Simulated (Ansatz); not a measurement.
A distorted cell of SiC (wurtzite):

```yaml
crystal:
  lattice:
    - [3.07590, 0.00000, 0.00000]
    - [-1.53795, 2.66381, 0.00000]
    - [0.00000, 0.00000, 5.04769]
  atoms:
    - { symbol: Si, position: [0.66667, 0.33333, 0.00051] }
    - { symbol: Si, position: [0.30643, 0.69357, 0.49049] }
    - { symbol: C, position: [0.66667, 0.33333, 0.62469] }
    - { symbol: C, position: [0.33333, 0.66667, 0.12469] }
```

Level of theory: PBEsol (plane waves to 420 eV, PAW, scalar-relativistic; Ansatz, a quantum-chemistry and plane-wave program). k mesh 10×10×5 (Γ-centred), Fermi-Dirac smearing 0.05 eV. E stands for the smeared free energy. Stress and pressure are positive under compression. SiC was relaxed with its symmetry unable to fall.

Q: Predict the force on every atom, in eV/Å.

A: 
```csv
atom,Fx,Fy,Fz
Si1,-0.073,0.042,-0.490
Si2,1.828,-1.056,1.142
C3,-1.516,0.875,-0.183
C4,-0.239,0.138,-0.470
```

Q: Give the stress tensor in GPa and the pressure.

A: 
```
  -1.14     2.70    -1.97
   2.70     1.98     1.14
  -1.97     1.14     2.52
```
The pressure, a third of the trace, is 1.12 GPa.

Q: In it atom 2 sits (-0.124, 0.072, -0.051) Å away from its relaxed site. What is its energy relative to the relaxed cell?

A: 199 meV/cell.

(A displaced cell: forces are minus the slopes of the energy, force constants its curvatures, and phonons follow from these.)
